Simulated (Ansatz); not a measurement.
AlN (wurtzite)

```xyz
4
Lattice="3.1067 0.0000 0.0000 -1.5534 2.6905 0.0000 0.0000 0.0000 4.9785" Properties=species:S:1:pos:R:3 pbc="T T T"
Al     1.5534     0.8968     0.0170
Al     0.0000     1.7937     2.5062
N      1.5534     0.8968     3.0956
N      0.0000     1.7937     0.6064
```

The volume is varied about the relaxed value V₀ at fixed cell shape. The atoms relax within the cell's symmetry.

Level of theory: r2SCAN (plane waves to 500 eV, PAW, scalar-relativistic; Ansatz, a quantum-chemistry and plane-wave program). k mesh 13×13×7 (Γ-centred), Fermi-Dirac smearing 0.05 eV. E stands for the smeared free energy. With the shape held, the modulus is that of even scaling; a crystal free to change shape is softer. AlN was relaxed with its symmetry unable to fall. The zero of ΔE is the relaxed starting cell.

```tsv
V (Å³/atom)	ΔE (meV/atom)
8.739	231.2
9.016	152.9
9.294	93.3
9.571	50.1
9.849	21.3
10.126	5.1
10.403	0.0
10.681	4.7
10.958	17.9
11.236	38.7
11.513	66.1
11.791	99.3
12.068	137.5
```

What is the fitted pressure derivative B₀′?

3.8.

What bulk modulus at fixed cell shape B₀ follows from a third-order Birch-Murnaghan fit?

211 GPa. Check by three points about V = 10.403 Å³/atom, step 0.277: d²E/dV² ≈ (5.1 − 2·0.0 + 4.7) meV / 0.277² = 0.127 eV/Å⁶, and V·d²E/dV² × 160.2 = 212 GPa.

(A scan under strain: stresses follow from slopes of the energy per volume, elastic moduli from its curvatures.)
